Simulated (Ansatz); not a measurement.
**Ba₂YAs₆Ru, a known structure type with other elements, at an estimated volume**

```xyz
10
Lattice="0.0000 4.8446 4.8446 4.8446 0.0000 4.8446 4.8446 4.8446 0.0000" Properties=species:S:1:pos:R:3 pbc="T T T"
As    2.5744    4.8446    4.8446
As    4.8446    2.5744    4.8446
As    7.1148    4.8446    4.8446
As    4.8446    7.1148    4.8446
As    4.8446    4.8446    2.5744
As    4.8446    4.8446    7.1148
Ba    2.4223    2.4223    2.4223
Ba    7.2669    7.2669    7.2669
Y     0.0000    0.0000    0.0000
Ru    4.8446    4.8446    4.8446
```

Single point in Ansatz 0.2.0 with r2SCAN, no spin polarisation. Cutoff 500 eV, PAW datasets, 6×6×6 Γ-centred k mesh, cold filling (width 0.1108 eV).

**Contacts.** As–Ru at 2.27 Å: least valence density 0.73 e/Å³ and ELF 0.46 there. As–Y at 2.57 Å: least valence density 0.38 e/Å³ and ELF 0.26 there. Ba–As at 3.43 Å: least valence density 0.10 e/Å³ and ELF 0.09 there. Both are smooth PAW fields, read partly inside the augmentation spheres.
**Stress.** The pressure is 16.9 GPa (compression positive), so with the atoms held at these fractions the cell would first expand; the forces are large, so a full relaxation may end otherwise.
**Electronic structure.** It is a metal, with about 7.5 states/eV a cell as the mean within 0.25 eV of the Fermi level, mostly As p (74 %) and Ru d (14 %).
**Charges.** Bader charges in e: Ba +1.30, Y +1.54, As -0.65, Ru -0.22. In the mean Y gives up most and As takes most.

Origin: a known structure type with other elements, at an estimated volume, so it need not be a known compound. Caveats: many states at the Fermi level without spin polarisation, so a magnetic state may lie lower; atoms or cell far from equilibrium.
